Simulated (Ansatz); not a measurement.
Rigid (100) slab of W, space group Im-3m (No. 229):

```
W
1.0
     3.15436    0.00000    0.00000
     0.00000    3.15436    0.00000
     0.00000    0.00000   23.30872
W
5
Cartesian
  1.5772 1.5772 8.5000
  0.0000 0.0000 10.0772
  1.5772 1.5772 11.6200
  0.0000 0.0000 13.2442
  1.5772 1.5772 14.6408
```

Computed with DFT PBEsol, scalar-relativistic, plane waves, PAW (Ansatz 0.2.0). Cutoff 420 eV; k points 9×9×1 on the computed 6-atom cell (Γ-centred); Gaussian smearing, width 0.10 eV; no spin polarisation. The cell repeats along c with a dipole correction in the vacuum.

An adatom of F is held over the places (i/4, j/4) of the 1×1 surface cell, counted from the highest atom (W), and only its height relaxes; one adatom per 9.9 Å².

(1) What is the energy landscape, counted from the lowest point of this grid?

Spin–orbit coupling is left out, which can shift energies with elements as heavy as these. Spin polarisation was left out, and a magnetic state may lie lower.

Results:

(1) Energies in eV:

| i | j=0 | j=1 | j=2 | j=3 |
| --- | --- | --- | --- | --- |
| 0 | 0.00 | 0.13 | 0.03 | 0.13 |
| 1 | 0.13 | 0.37 | 0.65 | 0.37 |
| 2 | 0.03 | 0.65 | 1.45 | 0.65 |
| 3 | 0.13 | 0.37 | 0.65 | 0.37 |

Heights over the highest slab atom in Å:

| i | j=0 | j=1 | j=2 | j=3 |
| --- | --- | --- | --- | --- |
| 0 | 1.85 | 1.72 | 1.44 | 1.72 |
| 1 | 1.72 | 1.59 | 1.39 | 1.59 |
| 2 | 1.44 | 1.39 | 1.41 | 1.39 |
| 3 | 1.72 | 1.59 | 1.39 | 1.59 |